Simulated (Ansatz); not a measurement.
Input:

SiB$_{12}$C$_{2}$:
```cif
data_C6B36Si3
_chemical_formula_sum 'B36 C6 Si3'
_space_group_name_H-M_alt 'R-3m :H'
_space_group_IT_number 166
_space_group_name_Hall '-R 3 2"'
_cell_length_a 5.64692
_cell_length_b 5.64692
_cell_length_c 12.66520
_cell_angle_alpha 90.000
_cell_angle_beta 90.000
_cell_angle_gamma 120.000
loop_
_atom_site_label
_atom_site_type_symbol
_atom_site_symmetry_multiplicity
_atom_site_Wyckoff_symbol
_atom_site_fract_x
_atom_site_fract_y
_atom_site_fract_z
_atom_site_occupancy
B1 B 18 h 0.16889 0.33778 0.02155 1
B2 B 18 h 0.21408 0.10704 0.11321 1
C1 C 6 c 0.00000 0.00000 0.36454 1
Si1 Si 3 b 0.00000 0.00000 0.50000 1
```
(The calculation used a cell of 15 atoms; values per cell refer to that cell.)

This is the PBE-relaxed structure.

### Question
All from the program Ansatz at the PBE level (PAW), unless another level is named. Give the electron effective mass.

### Answer
0.30, 0.43, 1.4 mₑ (principal values).

### Question
Give the hole effective mass.

### Answer
0.33, 0.44, 0.58 mₑ (principal values).

### Question
What about the formation energy from the elements (no fitted shifts)?

### Answer
-0.013 eV/atom.

The start of the workflow was typed in or built on a structure type; neither database checked (COD, Materials Project) lists it. Its standing as an ambient phase is unchecked. Symmetry was held in the PBE relaxation; its stability against distortions is not shown here. The references are the lowest solids computed at this level, not always the standard phases.

Potentials: the earlier of the program's two PAW sets.

Edges and masses are those of Kohn–Sham bands, whose gap is no quasiparticle gap.
